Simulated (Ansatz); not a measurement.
## NbSi: elastic constants from stress and strain

```
CELL_PARAMETERS angstrom
0.00000 2.57365 2.57365
2.57365 0.00000 2.57365
2.57365 2.57365 0.00000
ATOMIC_POSITIONS crystal
Nb 0.00000 0.00000 0.00000
Si 0.50000 0.50000 0.50000
```

Atoms are numbered in the order listed.

The cell was built from the rocksalt type and relaxed in the same program, and has space group Fm-3m; it needn't be a known or the stable phase.

Spin polarisation is left out, and whether a magnetic state lies lower isn't shown here.

These are results of DFT, PBE, all-electron LAPW, scalar-relativistic in Ansatz 0.2.0, not measurements.

Settings: a Γ-centred 14×14×14 k mesh, Fermi–Dirac smearing of 0.05 eV, basis error target 1 meV/atom, no spin polarisation.

The unstrained cell is at 0.00 GPa. Large strains and very small stresses are left out. Each strain is applied once, with fractional coordinates held (clamped ions), and σ below is the change of stress, positive in tension. One finite strain gives stress–strain coefficients at this pressure with an error of the order of the strain times third-order constants, a few per cent for each per cent of strain. In a metal the k mesh adds noise of tens of per cent to soft shears.

(1) Estimate the stiffness probed by this change, and the stress that it gives: equal xy, yz and zx engineering shear strains of -1.5 %.

(2) Estimate the stiffness probed by this change, and the stress that it gives: x and y strained by +1 %, z held.

(3) What do those two numbers (x and y strained by +1 %, z held) give for C11, and is the cell stable to tetragonal shear?

Answers

(1) σxy = -0.45 GPa and γxy = 2εxy = -0.0150, so C44 (clamped ions) = σxy/γxy = 30 GPa.

(2) σxx = 3.78 GPa, σzz = 0.96 GPa and εxx = εyy = 0.0100, so C12 = σzz/(2εxx) = 48 GPa and C11 + C12 = σxx/εxx = 378 GPa.

(3) C11 = 378 − 48 = 330 GPa and C11 − C12 = 282 GPa: positive, so stable to it.
